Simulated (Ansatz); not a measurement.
An ordered 8-atom cell of InGa3As4 on the zincblende lattice (P-43m) at its r2SCAN geometry, run in the PAW code Ansatz at 2 levels of theory. These are computed values for a spin-unpolarised cell that may be hypothetical; none is a measurement.

The r2SCAN input:
```yaml
crystal:
  lattice:
    - [5.7792007558, 0.0, 0.0]
    - [0.0, 5.7792007558, 0.0]
    - [0.0, 0.0, 5.7792007558]
  atoms:
    - { symbol: Ga, position: [0.5, 0.0, 0.0] }
    - { symbol: As, position: [0.7595397503, 0.2404602497, 0.2404602497] }
    - { symbol: Ga, position: [0.0, 0.5, 0.0] }
    - { symbol: As, position: [0.2404602497, 0.7595397503, 0.2404602497] }
    - { symbol: Ga, position: [0.0, 0.0, 0.5] }
    - { symbol: As, position: [0.2404602497, 0.2404602497, 0.7595397503] }
    - { symbol: In, position: [0.5, 0.5, 0.5] }
    - { symbol: As, position: [0.7595397503, 0.7595397503, 0.7595397503] }
kpoints:
  mp_grid: { grid: [4, 4, 4] }
  band_path:
    path: [[0.0, 0.0, 0.0], [0.0, 0.5, 0.0], [0.5, 0.5, 0.0], [0.5, 0.5, 0.5]]
    npoints: 1
hamiltonian:
  xc: r2scan
scf:
  occupations: { method: fermi_dirac, width: 0.02 }
  n_extra_bands: 6
output:
  forces: true
  stress: true
  eigenvalues: true
```

Main results, then, where recorded, the levels near the gap in eV from the Fermi energy (columns number the bands from 0), one row a point of the path (Γ, X, M, R):
```
Crystal: 8 atoms, lattice volume = 193.020 Å³
Symmetry: 24 space group operations
Space group: P-43m (ITA 215)
```
```
Basis set: ecut = 500 eV, 4945 PW (Γ)
k-points: 10 of 64 (time reversal used)
SCF 1 converged in 8 iterations: F = -36444.269134 eV  dr2 = 1.66e-8
Free energy (F): -36444.269134 eV
Fermi energy:    7.987064 eV
--- Forces (eV/Å), atoms counted from 1 ---
  atom   1  Ga      0.00000      0.00000      0.00000
  atom   2  As      0.00004    -0.00004    -0.00004
  atom   3  Ga      0.00000      0.00000      0.00000
  atom   4  As    -0.00004      0.00004    -0.00004
  atom   5  Ga      0.00000      0.00000      0.00000
  atom   6  As    -0.00004    -0.00004      0.00004
  atom   7  In      0.00000      0.00000      0.00000
  atom   8  As      0.00004      0.00004      0.00004
--- Stress (GPa, compression-positive) ---
       -0.024167       0.000000       0.000000
        0.000000      -0.024167       0.000000
        0.000000       0.000000      -0.024167
  P = ⅓ Tr σ = -0.0242 GPa (-0.242 kbar)
```
```tsv
band_53	band_54	band_55	band_56	band_57	band_58
-0.291	-0.291	-0.291	0.269	1.522	1.522
-2.101	-1.716	-1.716	2.010	2.049	3.042
-1.486	-1.303	-1.303	2.427	2.427	2.993
-1.136	-1.136	-1.136	0.846	0.846	0.846
```

With r2SCAN the gap is 0.56 eV and direct, at Γ.

Problem. In the first input these blocks are replaced (the band path and keys that only write files left aside):
```yaml
hamiltonian:
  xc: hse06
```
What comes out?

Solution.
```
Basis set: ecut = 420 eV, 3791 PW (Γ)
k-points: 10 of 64 (time reversal used)
SCF 1 converged in 9 iterations: F = -36373.829388 eV  dr2 = 2.54e-10
Exchange kernel: α = 0.2500, screened, ω = 0.2079 Å⁻¹, Wigner–Seitz truncation, v(0) = 1046.6644 eV·Å³, q-mesh 4×4×4
SCF 2 stopped early in 7 iterations: F = -36384.316767 eV  dr2 = 1.92e-6
hybrid outer 1: dexx = +4.567e-2 eV, tail = 2.66e-4 eV
SCF 3 converged in 8 iterations: F = -36384.317193 eV  dr2 = 1.69e-10
hybrid outer 2: dexx = +6.228e-6 eV, tail = 1.46e-7 eV, Δε = 3.23e-3 eV, ΔF = 9.09e-7 eV/Å
SCF 4 converged in 3 iterations: F = -36384.317194 eV  dr2 = 5.36e-10
hybrid outer 3: dexx = +4.330e-9 eV, tail = 1.20e-9 eV, Δε = 7.10e-5 eV, ΔF = 1.82e-5 eV/Å
Free energy (F): -36384.317194 eV
Fermi energy:    8.011628 eV
--- Forces (eV/Å), atoms counted from 1 ---
  atom   1  Ga      0.00000      0.00000      0.00000
  atom   2  As    -0.02432      0.02432      0.02432
  atom   3  Ga      0.00000      0.00000      0.00000
  atom   4  As      0.02432    -0.02432      0.02432
  atom   5  Ga      0.00000      0.00000      0.00000
  atom   6  As      0.02432      0.02432    -0.02432
  atom   7  In      0.00000      0.00000      0.00000
  atom   8  As    -0.02432    -0.02432    -0.02432
--- Stress (GPa, compression-positive) ---
        0.374392       0.000000       0.000000
        0.000000       0.374392       0.000000
        0.000000       0.000000       0.374392
  P = ⅓ Tr σ = 0.3744 GPa (3.744 kbar)
```
```tsv
band_53	band_54	band_55	band_56	band_57	band_58
-0.472	-0.472	-0.472	0.450	1.630	1.630
-2.360	-1.972	-1.972	2.209	2.233	3.239
-1.714	-1.539	-1.539	2.683	2.683	3.238
-1.369	-1.369	-1.369	1.032	1.032	1.032
```
The HSE06 gap is direct at Γ: 0.92 eV. The mean stress, +0.4 GPa, is small, and the program warns that its thresholds are loose for a hybrid's stress.

Totals of different functionals can't be compared.

No spin-orbit coupling is included; it can move band edges with weight on the heavy atoms by tenths of an eV.

The meshes of the hybrids are coarse, so their gaps aren't converged to the digits shown.
